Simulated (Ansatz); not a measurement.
SnSe (GeS type, space group Pnma)

```yaml
crystal:
  lattice:
    - [11.53579, 0.00000, 0.00000]
    - [0.00000, 4.12093, 0.00000]
    - [0.00000, 0.00000, 4.57816]
  atoms:
    - { symbol: Sn, position: [0.11799, 0.25000, 0.11649] }
    - { symbol: Sn, position: [0.38201, 0.75000, 0.61649] }
    - { symbol: Sn, position: [0.88201, 0.75000, 0.88351] }
    - { symbol: Sn, position: [0.61799, 0.25000, 0.38351] }
    - { symbol: Se, position: [0.85352, 0.25000, 0.48533] }
    - { symbol: Se, position: [0.64648, 0.75000, 0.98533] }
    - { symbol: Se, position: [0.14648, 0.75000, 0.51467] }
    - { symbol: Se, position: [0.35352, 0.25000, 0.01467] }
```

This relaxed cell (volume V₀) is scaled evenly in all directions, its shape held. The atoms relax within the cell's symmetry.

Calculation: r2SCAN+rVV10 (plane waves to 500 eV, PAW, scalar-relativistic; Ansatz, an electronic-structure program). k mesh 3×8×7 (Γ-centred), Fermi-Dirac smearing 0.05 eV. E stands for the smeared free energy. SnSe was relaxed with its symmetry unable to fall. ΔE is measured from the relaxed starting cell.

### Question
What ΔE (meV/atom) does the calculation give at V/V₀ = 0.952, 0.964, 0.976, 0.988, 1.012, 1.024, 1.036, 1.060?

### Answer
```
V/V₀   ΔE (meV/atom)
-----  -------------
0.952            7.0
0.964            3.8
0.976            1.6
0.988            0.4
1.012            0.4
1.024            1.5
1.036            3.3
1.060            8.5
```

(Under strain, the slope of the energy per volume gives the stress and its curvature an elastic modulus.)
